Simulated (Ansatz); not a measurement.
The calculation used DFT PBE, scalar-relativistic, plane waves, PAW in Ansatz 0.2.0. All cells share a 420 eV cutoff and Γ-centred k meshes spaced at most about 0.3 Å⁻¹ (about 0.25 or finer for metals, 2π included). No spin polarisation in the final relaxations.

These are static total energies at zero pressure. All come from trial cells, and lower structures may exist.

Question: Order these relaxed structures of CaH5 by energy, lowest first, with the energy over the lowest of them.
1.

```xyz
6
Lattice="3.3934 0.0000 0.0000 -1.6967 2.9387 0.0000 0.0000 0.0000 8.9050" Properties=species:S:1:pos:R:3 pbc="T T T"
Ca    0.0000    0.0000    0.0000
H     1.6967    0.9796    1.1524
H     0.0000    0.0000    4.0644
H     1.6967    0.9796    4.4525
H     0.0000    0.0000    4.8406
H     1.6967    0.9796    7.7526
```

2.

```xyz
6
Lattice="4.3406 0.0000 0.0000 -2.1703 3.7590 0.0000 0.0000 0.0000 4.0318" Properties=species:S:1:pos:R:3 pbc="T T T"
Ca    0.0000    0.0000    2.0159
H     2.1703    1.2530    2.4328
H     0.0000    0.0000    0.0000
H     2.1703    1.2530    1.5991
H     0.0000    2.5060    1.5991
H     0.0000    2.5060    2.4328
```

Answer: 2 (0 meV/atom), 1 (319 meV/atom). Forms: 2 P6/mmm; 1 P-6m2. Counting H atoms around Ca (those within 1.25 times the shortest such distance or 1.15 times the sum of covalent radii): cell 2 has Ca 2; cell 1 has Ca 6. Cell 2 holds H–H pairs (shortest 0.83 Å); cell 1 holds H–H pairs as short as in free H₂ molecules (shortest 0.78 Å). Even the lowest lies +0.08 eV/atom against the elements.

Weakly bound directions are ill-defined at this level, which has no dispersion term (P-6m2), and this can change margins and order among such cells. With hydrogen, zero-point motion can shift such differences by 10 meV/atom or more. A magnetic state wasn't ruled out in cells without spin, among them P6/mmm, P-6m2. Cells relaxed within their symmetry can be saddle points. Some structure types and database cells were kept out of the candidates from the start, so a known form may be missing.
